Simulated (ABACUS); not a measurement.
A self-consistent single point of W (Im-3m, 1 atom in the cell; from Materials Project mp-91) with ABACUS.

Level of theory: PBEsol, PseudoDojo 0.4 standard norm-conserving PBEsol (tails mended) pseudopotentials (plane waves; ABACUS).

```
W
1.0
   -1.58516     1.58516     1.58516
    1.58516    -1.58516     1.58516
    1.58516     1.58516    -1.58516
W
1
Cartesian
  0.00000   0.00000   0.00000
```

Reference input (self-consistent single point, DFT, PBEsol, plane waves, PseudoDojo 0.4 standard norm-conserving PBEsol (tails mended) pseudopotentials): KPT = Gamma 12 12 12 0 0 0; basis_type = pw; dft_functional = PBESOL; ecutwfc = 74 Ry; smearing_method = fd; smearing_sigma = 0.00734986 Ry; potentials = PseudoDojo 0.4 standard norm-conserving PBEsol (tails mended); symmetry = 1; ks_solver = dav_subspace; scf_nmax = 100; scf_thr = 1.0e-09 Ry; mixing_type = pulay. This run's input differs from it in these lines:

```diff
@@ -11,2 +11,3 @@
 smearing_sigma       0.00734986
+nbands               8
 ks_solver            dav_subspace
```

Output, abridged:

```
 SELF-CONSISTENT
 -------------------------------------------
                                 init_chg = atomic

 PW ALGORITHM --------------- ION=   1  ELEC=   1--------------------------------
 Notice: Threshold on eigenvalues was too large.

 Density error is 0.0395057388266
                          Error Threshold = 0.000278343366774
 E_KohnSham     -151.6624403595      -2063.4733614741
 E_Fermi        1.6610224577         22.5993699300

 PW ALGORITHM --------------- ION=   1  ELEC=   2--------------------------------

 Density error is 0.00884155680359
                          Error Threshold = 0.000282183848762
   [... lines left out ...]

 Density error is 4.08639790723e-09
                          Error Threshold = 2.74614312358e-08
 E_KohnSham     -151.6621561451      -2063.4694945386
 E_Fermi        1.6311872425         22.1934410032

 PW ALGORITHM --------------- ION=   1  ELEC=   8--------------------------------

 Density error is 2.12878712826e-10
                          Error Threshold = 2.91885564802e-11
 E_KohnSham     -151.6621561569      -2063.4694946991
 E_KS(sigma->0) -151.6615586285      -2063.4613649082
 E_entropy(-TS) -0.0011950568        -0.0162595818
 E_Fermi        1.6311934673         22.1935256959
 charge density convergence is achieved
 final etot is -2063.4694947 eV
 EFERMI = 22.193525696 eV

 STATE ENERGY(eV) AND OCCUPATIONS    NSPIN == 1
   [... 5 lines left out ...]

 TOTAL-FORCE (eV/Angstrom)
                        W1         0.0000000000         0.0000000000         0.0000000000

 TOTAL-STRESS (KBAR)
       -42.5590998637        -0.0000000000        -0.0000000000
        -0.0000000000       -42.5590998637         0.0000000000
         0.0000000000         0.0000000000       -42.5590998637
 TOTAL-PRESSURE: -42.559100 KBAR

 --------------------------------------------
 !FINAL_ETOT_IS -2063.4694946991335200 eV
 --------------------------------------------
```

The run converged in 8 iterations. Against the reference run the free energy goes up by 15.1 meV/atom and the pressure goes from -4.57 to -4.26 GPa.

This run is one point of a test of settings, so its values need not be converged; read them against the reference run alone. The structure comes from a collection of computed structures, made at another level of theory; the collection holds predicted forms beside known ones. No clean gap shows at this smearing width and mesh (spacing up to 0.23 Å⁻¹); the mesh is coarse for partly filled bands, so the values carry mesh errors.

Cost on one core: very roughly 14 core-seconds.

“Tails mended”: in these copies of the files the far tail of each local potential was reset to the Coulomb form.
